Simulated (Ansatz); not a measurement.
Calculated ⁵⁹Co nuclear quadrupole resonance for CoPdO₂

Cell: a structure deposited in the COD whose atoms were relaxed with PBE, the cell held.

```
CELL_PARAMETERS angstrom
1.42250 0.82128 5.96000
-1.42250 0.82128 5.96000
0.00000 -1.64256 5.96000
ATOMIC_POSITIONS crystal
Co 0.50000 0.50000 0.50000
Pd 0.00000 0.00000 0.00000
O 0.11260 0.11260 0.11260
O 0.88740 0.88740 0.88740
```

Sites (sets of like atoms) are named by element and the number of their first atom in this list.

Computed with Ansatz: DFT, PBE, plane waves and PAW, scalar-relativistic, collinear spin, 550 eV cutoff, Γ-centred 13×13×13 k-points, Fermi–Dirac smearing 0.05 eV. Start moments as typed (μB): 3 on each Co, none on the rest.

⁵⁹Co: I = 7/2, Q = 420.0 mb (year-2017 value). Static lattice, zero field.

(1) Predict the zero-field ⁵⁹Co lines of each site.

Results:

(1) For I = 7/2 and η = 0 the lines are |C_Q|/14 times 1, 2 and 3; η shifts the lowest up most.

```
site  atoms  V_zz (10²¹ V/m²)  C_Q (MHz)     η  line frequencies (MHz)
  Co      1              1.29       13.1  0.00       0.933, 1.87, 2.80
```

An axis of threefold or higher order runs through Co, so V_zz lies along it and η is zero.

The run finds no gap above 0.1 eV (a metal, or nearly one), so the gradients can move by 10 % or more with the k-mesh. Semilocal functionals can leave a metal where correlation in the d or f shell opens a gap in the real compound, and that would change the values at and beside Co. With these PAW files V_zz is typically within 2 to 3 % of all-electron values, but misses above 10 % occur on Co. The start moments die out, and the run ends without spin.
